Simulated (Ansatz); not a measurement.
## Property card for B

B:
```
B
1.0
    1.46319    -2.65335     0.00000
    1.46319     2.65335     0.00000
    0.00000     0.00000     3.24756
B
4
Direct
  0.84386   0.15614   0.08987
  0.65614   0.34386   0.58987
  0.34386   0.65614   0.41013
  0.15614   0.84386   0.91013
```

Space group Cmce (No. 64); conventional cell a = 2.9264 Å, b = 5.3067 Å, c = 3.2476 Å, α = β = γ = 90.00°.

Method: DFT-PBEsol in the program Ansatz with PAW potentials. The cell and atoms are relaxed at this level. Other levels are named where they apply.

Cell and energy:

```yaml
volume_per_atom: 6.30 Å³
density: 2.85 g/cm³
```

Electronic structure:

```yaml
electronic_character: metallic (no gap)
Density of states at the Fermi level: 0.04 states/eV per atom (mean over ±0.08 eV)
```

Mechanics:

```yaml
Bulk modulus (Birch–Murnaghan fit): 270 GPa
Pressure derivative B′: 3.5
Elastic constants (relaxed ions, GPa): C11 = 618, C22 = 748, C33 = 674, C12 = 86.5, C13 = 113, C23 = -4.4, C44 = 259, C55 = 367, C66 = 255
mechanical_stability: stable (all eigenvalues of C positive)
hill_bulk_and_shear_moduli: 270 and 295 GPa
Young's modulus: 648 GPa
Poisson's ratio: 0.10
debye_temperature_from_the_elastic_constants: 1790 K
```

Phonons:

```yaml
highest_zone_centre_frequency: 952 cm⁻¹
zone_centre_stability: no imaginary mode at Γ
```

The start of the workflow was typed in or built on a structure type; neither database checked (COD, Materials Project) lists it. It is not the phase usual at ambient conditions (space group No. 166). The cell was relaxed with PBEsol under the symmetry of its start. As this level gives no gap, shear constants depend on the k-mesh and smearing (Fermi–Dirac, 0.1 eV here). As this level gives no gap, phonon frequencies hold no LO–TO term and depend on the k-mesh and smearing (Fermi–Dirac, 0.1 eV here).

Potentials: the later of the program's two PAW sets.
